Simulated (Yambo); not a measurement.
A G0W0@LDA run in Yambo for Cs₂ScAgCl₆ (space group Fm-3m, No. 225) (2×2×2 Γ-centred k mesh, bands 6 to 315 and a 6 Ry block in the screening, 315 bands in G with the Bruneval-Gonze terminator, plasmon pole fitted at 27.2 eV) gives these matrix elements, in eV, at the band edges (L → X):

```csv
state,E0,<Vxc>,<Σx>,<Σc(E0)>,Z
valence edge,0.000,-19.790,-24.808,3.441,0.793
conduction edge,3.139,-14.945,-8.832,-4.125,0.809
```

Question: Solve the linearised quasiparticle equation for both states, give the gap, and say how exchange and correlation each act on it.

Answer: E = E0 + Z(Σx + Σc − Vxc). Valence: 0.000 + 0.793 × (-24.808 + (3.441) − (-19.790)) = -1.25 eV. Conduction: 3.139 + 0.809 × (-8.832 + (-4.125) − (-14.945)) = 4.75 eV. The gap is 6.00 eV, against 3.14 eV in LDA. Replacing Vxc by bare exchange alone would open it by 11.13 eV; correlation takes back 7.57 eV of that, and Z scales what is left. Nearest settings tried, and what they do to the gap: 207 bands in G: +20 meV; 207 bands in W, 207 bands in G: +88 meV; 5 Ry block (387 vectors against 537): -4 meV. Not varied: mesh. So the settings aren't converged at that level. The k mesh is coarse. Spin-orbit splittings are left out.

Geometry of the Materials Project entry, not relaxed at this level; primitive cell a = b = c = 7.496 Å, α = β = γ = 60.00°.

The structure is a Materials Project entry; no match was found in the copy of COD used, and its stability was not checked.
